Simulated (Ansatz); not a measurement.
This cell of Si (diamond) is off equilibrium:

```xyz
2
Lattice="0.0000 2.7349 2.7349 2.7349 0.0000 2.7349 2.7349 2.7349 0.0000" Properties=species:S:1:pos:R:3 pbc="T T T"
Si     2.7349     2.7349     2.7349
Si     4.3974     4.1024     4.3974
```

Calculation: PBE (plane waves to 420 eV, PAW, scalar-relativistic; Ansatz, a first-principles code). k mesh 8×8×8 (Γ-centred), Fermi-Dirac smearing 0.05 eV. E stands for the smeared free energy. Stress and pressure are positive under compression. As the smearing reaches across the gap at some points, energies and forces of such displacements shift with the k mesh and the smearing. Si was relaxed with its symmetry unable to fall. The PAW data are Ansatz's earlier set.

Problem. Predict the force on every atom, in eV/Å.

Solution. 
```csv
atom,Fx,Fy,Fz
Si1,3.642,-3.069,3.642
Si2,-3.642,3.069,-3.642
```

Problem. What is the stress tensor (GPa)?

Solution. 
```
    3.9    -12.9      7.1
  -12.9     10.3    -12.9
    7.1    -12.9      3.9
```
The pressure, a third of the trace, is 6.0 GPa.

Problem. In it atom 2 sits (0.295, 0.000, 0.295) Å away from its relaxed site. What is its energy relative to the relaxed cell?

Solution. 1088 meV/cell.

(For displaced atoms, the force is minus the slope of the energy, and its curvature is a force constant, which sets phonon frequencies.)
